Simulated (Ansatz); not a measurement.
The relaxed structure here is a generated cell of MoRu: the first start was made by placing the elements on the sites of a structure type, and the end was not matched to a known phase here, so it may be hypothetical.

One starting cell of MoRu (a generated cell, MoRu placed in the AFLOW prototype AB_hP8_194_ad_f (B_i, as in TiAs)) was relaxed twice with Ansatz (plane waves, PAW, scalar-relativistic): with PBEsol at 420 eV and with PBE at 420 eV. The PBEsol result:

```
MoRu
1.0
    2.73481     0.00000     0.00000
   -1.36741     2.36842     0.00000
    0.00000     0.00000    17.71249
Mo Ru
4 4
Direct
  0.33333   0.66667   0.12527
  0.66667   0.33333   0.62527
  0.66667   0.33333   0.87473
  0.33333   0.66667   0.37473
  0.00000   0.00000   0.00000
  0.00000   0.00000   0.50000
  0.33333   0.66667   0.75000
  0.66667   0.33333   0.25000
```

```tsv
quantity	PBEsol	PBE
space group	P6₃/mmc	P6₃/mmc
volume (Å³/atom)	14.34	?
a (Å)	2.735	?
c (Å)	17.712	?
gap (eV, no spin-orbit coupling)	0.00	?
```

### Question
Fill in the PBE column.

### Answer

- volume (Å³/atom), PBE: 14.81
- a (Å), PBE: 2.765
- c (Å), PBE: 17.894
- gap (eV, no spin-orbit coupling), PBE: 0.00

Both levels end in the same structure; PBE's volume is 3.3 % larger. Neither column is exact.

No spin polarisation in the result.

The run could not lose the symmetry of its start: the end is stationary, and may be a saddle point rather than a minimum.

Ansatz is a quantum-chemistry and plane-wave program.
